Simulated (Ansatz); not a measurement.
Question: Name crystals whose computed values (LDA in the plane-wave PAW code Ansatz) fall in these windows: Θ_D (K) 710 to 900; highest Γ mode, no LO–TO term (cm⁻¹) 1100 to 1400.

Answer: 

```
crystal                          Θ_D (K)  highest Γ mode, no LO–TO term (cm⁻¹)
-------------------------------  -------  ------------------------------------
LaB6, Pm-3m (La on 1a, B on 6f)      823                                  1305
```
Others may fit too.

The cell was relaxed under the symmetry of its start. Spin–orbit coupling is left out wherever it is not named.

Potentials: the later of the program's two PAW sets.
